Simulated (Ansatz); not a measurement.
The start is a generated cell, Ta placed in the bcc structure type. The structure is fully relaxed (lattice and positions, P = 0) with r2SCAN (plane waves to 500 eV, PAW, scalar-relativistic; Ansatz, a program for electronic structure). The first steps use a coarse 14×14×14 k-mesh.

Initial structure:
```
CELL_PARAMETERS angstrom
     -1.65500     1.65500     1.65500
      1.65500    -1.65500     1.65500
      1.65500     1.65500    -1.65500
ATOMIC_POSITIONS crystal
  Ta 0.00000 0.00000 0.00000
```

Question: How does the volume change?

Answer: -0.4 %, from 18.13 to 18.05 Å³/atom.

Question: How do the shortest distances between atoms change?

Answer: The closest pairs of elements (up to four, under 3.6 Å), start → end: Ta–Ta 2.87 → 2.86 Å.

Question: What band gap does the relaxed structure have at this level?

Answer: No gap (metallic).

The space group stays Im-3m (No. 229) (the run could not lower it); the end is bcc (W type), with 1 atom in the primitive cell. Final values are on a 20×20×20 k-mesh of the relaxed cell. No spin polarisation in the result.

The run could not lose the symmetry of its start.
